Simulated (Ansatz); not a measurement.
## MoS2 with oxygen replacing S: field gradients at two levels of theory

Cell: a supercell of MoS2 (space group P6_3/mmc) built from a COD entry, with the ions relaxed around the defect (PBE).

```cif
data_Mo8S15O
_symmetry_space_group_name_H-M 'P3m1'
_symmetry_Int_Tables_number 156
_cell_length_a 6.3380
_cell_length_b 6.3380
_cell_length_c 12.3240
_cell_angle_alpha 90.000
_cell_angle_beta 90.000
_cell_angle_gamma 120.000
loop_
_atom_site_label
_atom_site_type_symbol
_atom_site_symmetry_multiplicity
_atom_site_Wyckoff_symbol
_atom_site_fract_x
_atom_site_fract_y
_atom_site_fract_z
Mo1 Mo 1 a 0.0000 0.0000 0.2497
Mo2 Mo 3 d 0.0001 0.5000 0.2502
Mo5 Mo 3 d 0.1613 0.8387 0.7469
Mo8 Mo 1 c 0.6667 0.3333 0.7462
O O 1 a 0.0000 0.0000 0.6577
S10 S 3 d 0.0004 0.5002 0.6197
S13 S 3 d 0.1669 0.8331 0.1233
S16 S 1 c 0.6667 0.3333 0.1234
S17 S 1 a 0.0000 0.0000 0.8800
S18 S 3 d 0.0041 0.5021 0.8716
S21 S 3 d 0.1662 0.8338 0.3769
S24 S 1 c 0.6667 0.3333 0.3769
```

One atom of each set is listed.

First run. Level of theory: DFT, PBE, plane waves and PAW, scalar-relativistic, 420 eV cutoff, Γ-centred 4×4×2 k-points, Fermi–Dirac smearing 0.01 eV (Ansatz 0.2.0).

```tsv
site	V_zz (10²¹ V/m²)	η
Mo1	-7.64	0.00
Mo2	-7.58	0.00
Mo5	-7.01	0.06
Mo8	-7.40	0.00
O	-5.45	0.00
S10	-4.72	0.42
S13	-5.30	0.00
S16	-5.32	0.00
S17	-6.05	0.00
S18	-6.06	0.21
S21	-5.44	0.01
S24	-5.16	0.00
```

Second run. The same atoms and settings, except that the functional is r2SCAN and the cutoff is 500 eV.

Problem. What does the second run give?

Solution. 

```
site   V_zz     η  change of V_zz
 Mo1  -7.73  0.00           -0.09
 Mo2  -7.67  0.00           -0.09
 Mo5  -7.09  0.00           -0.08
 Mo8  -7.45  0.00           -0.05
   O  -5.71  0.00           -0.26
 S10  -4.89  0.37           -0.17
 S13  -5.37  0.00           -0.07
 S16  -5.39  0.00           -0.07
 S17  -6.14  0.00           -0.09
 S18  -6.16  0.22           -0.10
 S21  -5.49  0.01           -0.05
 S24  -5.26  0.00           -0.10
```

The largest change of V_zz is on O, from -5.45 to -5.71. In per cent, |V_zz| changes by +1 on Mo, +5 on O, +1 to +4 on S (all sites that start above 0.5).

The defect repeats with the cell of 24 atoms, so it feels its images: sites between two images don't show the values beside a lone defect, and zeros or small values of η there can come from the images' arrangement. Mo and S carry a gradient in the pure host already, so the values there aren't the defect's effect alone. The relaxation keeps the site symmetry 3m of the start, so the impurity can move only along its axis; a start off the site could end lower. Without spin–orbit coupling (the program notes it for Mo) the gradients can shift somewhat, as the gap is small.
